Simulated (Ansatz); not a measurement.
## SrLi2Sb2 in Ansatz, relaxation

Run with:

```bash
ansatz run input.yaml --threads 2 --pin off --max-ram 3584MiB --backend cpu --events-out ev --progress --plain --runs-dir out
```

Input:

```yaml
crystal:
  lattice:
    - [2.193481, 3.799218, 0.0]
    - [-2.193481, 3.799218, 0.0]
    - [0.0, 0.0, 7.287072]
  atoms:
    - { symbol: Sr, position: [0.0, 0.0, 0.0] }
    - { symbol: Li, position: [0.3333, 0.3334, 0.6308] }
    - { symbol: Li, position: [0.6667, 0.6666, 0.3692] }
    - { symbol: Sb, position: [0.3333, 0.3334, 0.2508] }
    - { symbol: Sb, position: [0.6667, 0.6666, 0.7492] }
  symmetry: { tolerance: 0.0003 }
kpoints:
  mp_grid: { grid: [6, 6, 4], shift: [0, 0, 0] }
magnetization:
  spin_polarized: false
scf:
  occupations: { method: cold, width: 0.1093 }
  lower_state_search: "off"
hamiltonian:
  pseudopotentials: { kind: paw }
  xc: pbe
basis:
  ecutwfc: 420
  fft_grid_basis: typed
relax:
  max_steps: 40
  cell: { p_target: 0.0 }
output:
  forces: true
  stress: true
  eigenvalues: true
  bader: true
  populations: true
  elf: true
  write_potential: true
  volumetric_format: npy
  dos:
    e_range: [-12, 8]
    de: 0.05
    projected: { site_lists: { Li: [Li], Sb: [Sb], Sr: [Sr] } }
  write_density: true
checkpoint:
  read: saved_state
```

Origin of the cell: a known structure type with other elements, at an estimated volume, so it need not be a known compound.

The saved state is a converged single point of the same cell.

Steps («new basis» is an SCF on plane waves selected anew at the same cell):

```tsv
step	ΔF (meV/atom)	max force component (eV/Å)	P (GPa)	volume (Å³)	SCF iterations	step was
1	0.0	0.760	7.23	121.45	6	accepted
2	-101.3	0.204	1.04	139.41	8	accepted
3	-108.6	0.033	0.15	143.99	6	accepted
4	-114.2	0.083	-0.35	146.43	6	accepted
5	-122.0	0.072	-0.56	146.41	6	accepted
6	-129.2	0.141	-0.33	141.51	6	accepted
7	-130.4	0.015	-0.09	141.29	5	accepted
8	-130.5	0.010	0.02	140.66	6	accepted
9	-130.5	0.003	0.00	140.64	9	accepted
10	-133.1	0.005	0.18	140.64	7	new basis
11	-133.4	0.017	0.01	141.23	5	accepted
12	-133.5	0.001	0.01	141.07	6	accepted
13	-133.5	0.001	0.01	141.07	6	new basis
```

Step 1, with forces in eV/Å:

```xyz
5
Lattice="2.193 3.799 0.000 -2.193 3.799 0.000 0.000 0.000 7.287" Properties=species:S:1:pos:R:3:forces:R:3 pbc="T T T" step=1
Sr    0.000    0.000    0.000    0.000    0.000    0.000
Li    0.000    2.533    4.597    0.000    0.000   -0.236
Li    0.000    5.066    2.690    0.000    0.000    0.236
Sb    0.000    2.533    1.828    0.000    0.000    0.760
Sb    0.000    5.066    5.459    0.000    0.000   -0.760
```

Step 2, with forces in eV/Å:

```xyz
5
Lattice="2.300 3.984 0.000 -2.300 3.984 0.000 0.000 0.000 7.605" Properties=species:S:1:pos:R:3:forces:R:3 pbc="T T T" step=2
Sr    0.000    0.000    0.000    0.000    0.000    0.000
Li    0.000    2.656    4.750    0.000    0.000    0.076
Li    0.000    5.313    2.855    0.000    0.000   -0.076
Sb    0.000    2.656    2.072    0.000    0.000   -0.204
Sb    0.000    5.313    5.533    0.000    0.000    0.204
```

Step 3, with forces in eV/Å:

```xyz
5
Lattice="2.314 4.008 0.000 -2.314 4.008 0.000 0.000 0.000 7.764" Properties=species:S:1:pos:R:3:forces:R:3 pbc="T T T" step=3
Sr    0.000    0.000    0.000    0.000    0.000    0.000
Li    0.000    2.672    4.829    0.000    0.000   -0.033
Li    0.000    5.344    2.935    0.000    0.000    0.033
Sb    0.000    2.672    2.058    0.000    0.000    0.005
Sb    0.000    5.344    5.706    0.000    0.000   -0.005
```

Step 4, with forces in eV/Å:

```xyz
5
Lattice="2.299 3.982 0.000 -2.299 3.982 0.000 0.000 0.000 7.996" Properties=species:S:1:pos:R:3:forces:R:3 pbc="T T T" step=4
Sr    0.000    0.000    0.000    0.000    0.000    0.000
Li    0.000    2.655    4.891    0.000    0.000   -0.037
Li    0.000    5.310    3.104    0.000    0.000    0.037
Sb    0.000    2.655    2.092    0.000    0.000    0.083
Sb    0.000    5.310    5.903    0.000    0.000   -0.083
```

Step 5, with forces in eV/Å:

```xyz
5
Lattice="2.269 3.930 0.000 -2.269 3.930 0.000 0.000 0.000 8.211" Properties=species:S:1:pos:R:3:forces:R:3 pbc="T T T" step=5
Sr    0.000    0.000    0.000    0.000    0.000    0.000
Li    0.000    2.620    4.958    0.000    0.000   -0.027
Li    0.000    5.240    3.253    0.000    0.000    0.027
Sb    0.000    2.620    2.151    0.000    0.000    0.072
Sb    0.000    5.240    6.059    0.000    0.000   -0.072
```

Step 6, with forces in eV/Å:

```xyz
5
Lattice="2.183 3.780 0.000 -2.183 3.780 0.000 0.000 0.000 8.575" Properties=species:S:1:pos:R:3:forces:R:3 pbc="T T T" step=6
Sr    0.000    0.000    0.000    0.000    0.000    0.000
Li    0.000    2.520    5.064    0.000    0.000    0.029
Li    0.000    5.041    3.511    0.000    0.000   -0.029
Sb    0.000    2.520    2.287    0.000    0.000   -0.141
Sb    0.000    5.041    6.288    0.000    0.000    0.141
```

Step 7, with forces in eV/Å:

```xyz
5
Lattice="2.193 3.798 0.000 -2.193 3.798 0.000 0.000 0.000 8.484" Properties=species:S:1:pos:R:3:forces:R:3 pbc="T T T" step=7
Sr    0.000    0.000    0.000    0.000    0.000    0.000
Li    0.000    2.532    5.031    0.000    0.000    0.007
Li    0.000    5.064    3.453    0.000    0.000   -0.007
Sb    0.000    2.532    2.234    0.000    0.000    0.015
Sb    0.000    5.064    6.250    0.000    0.000   -0.015
```

Step 10, with forces in eV/Å:

```xyz
5
Lattice="2.186 3.786 0.000 -2.186 3.786 0.000 0.000 0.000 8.498" Properties=species:S:1:pos:R:3:forces:R:3 pbc="T T T" step=10
Sr    0.000    0.000    0.000    0.000    0.000    0.000
Li    0.000    2.524    5.036    0.000    0.000    0.005
Li    0.000    5.048    3.462    0.000    0.000   -0.005
Sb    0.000    2.524    2.241    0.000    0.000    0.003
Sb    0.000    5.048    6.258    0.000    0.000   -0.003
```

Step 11, with forces in eV/Å:

```xyz
5
Lattice="2.181 3.778 0.000 -2.181 3.778 0.000 0.000 0.000 8.570" Properties=species:S:1:pos:R:3:forces:R:3 pbc="T T T" step=11
Sr    0.000    0.000    0.000    0.000    0.000    0.000
Li    0.000    2.519    5.077    0.000    0.000   -0.017
Li    0.000    5.037    3.493    0.000    0.000    0.017
Sb    0.000    2.519    2.257    0.000    0.000    0.012
Sb    0.000    5.037    6.314    0.000    0.000   -0.012
```

Step 13, with forces in eV/Å:

```xyz
5
Lattice="2.178 3.773 0.000 -2.178 3.773 0.000 0.000 0.000 8.583" Properties=species:S:1:pos:R:3:forces:R:3 pbc="T T T" step=13
Sr    0.000    0.000    0.000    0.000    0.000    0.000
Li    0.000    2.515    5.076    0.000    0.000    0.000
Li    0.000    5.030    3.507    0.000    0.000    0.000
Sb    0.000    2.515    2.262    0.000    0.000    0.001
Sb    0.000    5.030    6.321    0.000    0.000   -0.001
```

```
Free energy lowered by  : 133.5 meV/atom
Volume change           : 16.15 %
Final pressure          : 0.01 GPa
Relaxation steps listed : 13
Gap on the mesh         : none (metal)
```

Caveats: no dispersion correction, so spacings can come out too large where layers or molecules are weakly bound; no spin-orbit coupling, though heavy elements are present; the relaxation held the start's symmetry, so the end may be a saddle point.

The run took 60 s on 2 threads of Intel(R) Xeon(R) Platinum 8259CL CPU @ 2.50GHz (Skylake/Cascade Lake) (shared host), peak memory 0.52 GiB, from a saved density.
